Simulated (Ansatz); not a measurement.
CrAu4: pressure against volume

CrAu4, I4/m, a = 6.405 Å, c = 4.009 Å. The structure is a Materials Project entry; whether it is the stable form wasn't checked. Ansatz: PBEsol, PAW, 420 eV, Γ-centred 10×10×10 mesh on 5 atoms, Gaussian smearing 0.10 eV; collinear spin, largest moment 3.4 μB. Shape and atoms are relaxed at each volume; pressure is positive in compression.

```tsv
V (Å³/atom)	P (GPa)
14.968	19.55
15.461	?
15.955	5.28
16.448	0.01
16.942	-4.30
17.435	-7.83
```

Q: Take V0 = 16.448 Å³/atom, count pressures from its P0 = 0.01 GPa, fit the third-order Birch–Murnaghan form to the other rows, and predict the missing pressure.

A: With the Eulerian strain f = ½[(V0/V)^(2/3) − 1] and y = (P − P0)/[3f(1 + 2f)^(5/2)], the form is the line y = B0 + 1.5 B0 (B0′ − 4) f. Rows (f, y): 0.03244, 171.6; 0.01025, 162.9; -0.00977, 154.5; -0.01905, 151.2. Means f = 0.003467, y = 160.05; Σ(Δf)² = 0.001568, ΣΔfΔy = 0.6267; the slope is their ratio. y = 158.7 + 399.8 f GPa, so B0 = 158.7 GPa and B0′ = 4 + 2 × (399.8)/(3 × 158.7) = 5.68. At V = 15.461, f = 0.02106, y = 167.12 and P = 11.72 GPa. The run gave 11.72 GPa, the same to the digits shown.

Only parallel moments were tried here. Spin–orbit coupling is left out, which can shift energies with elements as heavy as these.

Cost: 6 runs of about 34 core-minutes in all, on Intel Xeon Platinum 8259CL (Skylake/Cascade Lake) (shared hosts).